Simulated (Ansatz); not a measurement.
## Straining Ag

Computed with DFT PBEsol, scalar-relativistic, plane waves, PAW (Ansatz 0.2.0). (420 eV cutoff, 24×24×6 k-mesh, Gaussian smearing of 0.10 eV, no spin polarisation)

Reference structure (relaxed):

```
CELL_PARAMETERS angstrom
2.86746 0.00000 0.00000
-1.43373 2.48330 0.00000
0.00000 0.00000 9.36508
ATOMIC_POSITIONS crystal
Ag 0.00000 0.00000 0.00000
Ag 0.00000 0.00000 0.50000
Ag 0.33333 0.66667 0.25000
Ag 0.66667 0.33333 0.75000
```

Deformation: shear that moves c along a by the strain times its height over the a-b plane, the cell held and the atoms relaxed, all within the symmetry that the strain leaves. Energies are extrapolated to zero smearing. Stress is positive in compression, on the Cartesian axes of the cell above. On this cell's mesh the reference holds a stress of up to 0.21 GPa.

Strains computed: +1.0, +2.0, +3.0, +4.0, +6.0 %.

(1) At which strain does the energy stand 2.6 meV/atom over the relaxed crystal with σxx = -0.12, σyy = -0.16, σzz = 0.43, σyz = 0.00, σxz = -1.19, σxy = 0.00 GPa?

Results:

(1) +4.0 %.

This form isn't the element's structure at ambient conditions.